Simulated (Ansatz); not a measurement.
## Be₄Si₂H₂O₉: Electric field gradients

The cell is a structure deposited in the COD whose atoms were relaxed with PBE, the cell held.

```
CELL_PARAMETERS angstrom
4.35675 -7.63400 0.00000
4.35675 7.63400 0.00000
0.00000 0.00000 4.56830
ATOMIC_POSITIONS crystal
Be 0.11807 0.22500 0.15570
Be 0.88193 0.77500 0.65570
Be 0.77500 0.88193 0.15570
Be 0.22500 0.11807 0.65570
Be 0.10612 0.54790 0.15046
Be 0.89388 0.45210 0.65046
Be 0.45210 0.89388 0.15046
Be 0.54790 0.10612 0.65046
Si 0.21167 0.43897 0.65195
Si 0.78833 0.56103 0.15195
Si 0.56103 0.78833 0.65195
Si 0.43897 0.21167 0.15195
H 0.80164 0.19836 0.43176
H 0.19836 0.80164 0.93176
H 0.13494 0.86506 0.44399
H 0.86506 0.13494 0.94399
O 0.16776 0.41611 0.00285
O 0.83224 0.58389 0.50285
O 0.58389 0.83224 0.00285
O 0.41611 0.16776 0.50285
O 0.16335 0.24897 0.50638
O 0.83665 0.75103 0.00638
O 0.75103 0.83665 0.50638
O 0.24897 0.16335 0.00638
O 0.08524 0.50489 0.50116
O 0.91476 0.49511 0.00116
O 0.49511 0.91476 0.50116
O 0.50489 0.08524 0.00116
O 0.41822 0.58178 0.58608
O 0.58178 0.41822 0.08608
O 0.24174 0.75826 0.08899
O 0.75826 0.24174 0.58899
O 0.90859 0.09141 0.10019
O 0.09141 0.90859 0.60019
```

Atoms are numbered from 1 in the order listed; like atoms form one site, named after its first atom.

The numbers come from a DFT calculation in Ansatz (PBE, plane waves and PAW, scalar-relativistic, 420 eV cutoff, Γ-centred 3×3×5 k-points, Fermi–Dirac smearing 0.02 eV).

C_Q = eQV_zz/h, which is 24.18 MHz for Q = 1 b and V_zz = 10²¹ V/m²; η = (V_xx − V_yy)/V_zz. Directions are in the Cartesian axes of the cell vectors above, for the atom listed; none is given where the gradient is under 0.02 or η is above 0.95.

```
site  first atom                                      first shell  V_zz (10²¹ V/m²)     η  direction of V_zz (x, y, z)
 Be1           1                               4 O at 1.62–1.66 Å             -0.20  0.52              0.82 -0.55 0.18
 Be5           5                               4 O at 1.63–1.65 Å             -0.15  0.57              0.81 0.53 -0.25
  Si           9                               4 O at 1.63–1.64 Å              0.45  0.45              0.03 0.88 -0.48
 H13          13                1 O at 0.98 Å; also 1 O at 2.23 Å              3.87  0.08               0.00 0.68 0.74
 H15          15                1 O at 0.98 Å; also 1 O at 2.30 Å              3.96  0.08               0.00 0.68 0.73
 O17          17              1 Si at 1.64 Å, 2 Be at 1.65–1.66 Å             -6.46  0.69              0.84 -0.49 0.25
 O21          21              2 Be at 1.64–1.65 Å, 1 Si at 1.64 Å             -6.27  0.80             0.80 -0.51 -0.30
 O25          25              2 Be at 1.63–1.65 Å, 1 Si at 1.64 Å             -6.13  0.75               0.85 0.41 0.33
 O29          29  2 Si at 1.63 Å, angle 139°; also 2 Be at 3.28 Å              8.82  0.25               1.00 0.00 0.00
 O31          31                    1 H at 0.98 Å, 2 Be at 1.64 Å             11.36  0.59              0.00 -0.70 0.71
 O33          33                    1 H at 0.98 Å, 2 Be at 1.62 Å             11.66  0.57              0.00 -0.71 0.71
```

At H13 and H15 V_zz points along its bond to O (within 1°) in each case. At O17 and O25 V_zz stands upright on the plane through its three neighbours (within 5°) in each case. At O31 and O33 V_zz points along its shortest bond, to H (within 2°) in each case.
